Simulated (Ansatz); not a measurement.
Level of theory: Ansatz 0.2.0, DFT PBE, scalar-relativistic, plane waves, PAW. All cells share a 420 eV cutoff and Γ-centred k meshes spaced at most about 0.3 Å⁻¹ (about 0.25 or finer for metals, 2π included). Collinear spin in cells that started with moments and kept them past the coarse steps, no spin elsewhere.

These are static total energies at zero pressure.

Two relaxed structures of TiSn5:

A. (site moments Ti 1.1 μB)

```xyz
6
Lattice="2.7594 1.5932 6.0007 -2.7594 1.5932 6.0007 0.0000 -3.1863 6.0007" Properties=species:S:1:pos:R:3 pbc="T T T"
Ti    0.0000    0.0000    0.0000
Sn    0.0000    0.0000   12.1233
Sn    0.0000    0.0000    5.8789
Sn    0.0000    0.0000   15.1540
Sn    0.0000    0.0000    2.8482
Sn    0.0000    0.0000    9.0011
```

B. (site moments Ti 1.8 μB)

```xyz
6
Lattice="0.0000 4.3426 4.3426 4.3426 0.0000 4.3426 4.3426 4.3426 0.0000" Properties=species:S:1:pos:R:3 pbc="T T T"
Ti    0.0000    0.0000    0.0000
Sn    6.5140    6.5140    6.5140
Sn    5.4318    5.4318    3.2535
Sn    5.4318    3.2535    5.4318
Sn    3.2535    5.4318    5.4318
Sn    3.2535    3.2535    3.2535
```

Question: Which form is favoured at zero pressure, and by what margin per atom?

Answer: A is lower, by 178 meV/atom. A has space group R-3m (No. 166), 26.4 Å³/atom and no gap on its mesh; B has space group F-43m (No. 216), 27.3 Å³/atom and no gap. Counting all near atoms (those within 1.25 times the shortest distance at each site; a plus sign parts nearer from farther groups; a slash parts the counts of unlike sites), A has Ti 2+6, Sn 8 and B has Ti 16, Sn 6+6/16. The denser one is the lower, and pressure would at first widen the difference. Even the lower one lies +0.18 eV/atom against the reference forms of the elements (uncorrected), so neither is stable at this level. In A, around Ti lie 2 Sn at 2.85 Å and 6 Sn at 3.19 Å; Sn on a site of symmetry 3m has 5 Sn at 3.03–3.20 Å and 3 Ti at 3.19 Å; around Sn on a second site of symmetry 3m lie 1 Ti at 2.85 Å and 7 Sn at 3.03–3.20 Å; 1 more site not described. In B, Ti is surrounded by 16 Sn at 3.60–3.76 Å; Sn on a site of symmetry -43m has 12 Sn at 3.60 Å and 4 Ti at 3.76 Å; Sn on a site of symmetry 3m is surrounded by 6 Sn at 3.06–3.08 Å, 3 Ti at 3.60 Å and 3 Sn at 3.60 Å. Both come from invented guesses.

The magnetic state reached may not be the lowest. Cells relaxed within their symmetry can be saddle points. Some structure types and database cells were kept out of the candidates from the start, so a known form may be missing.
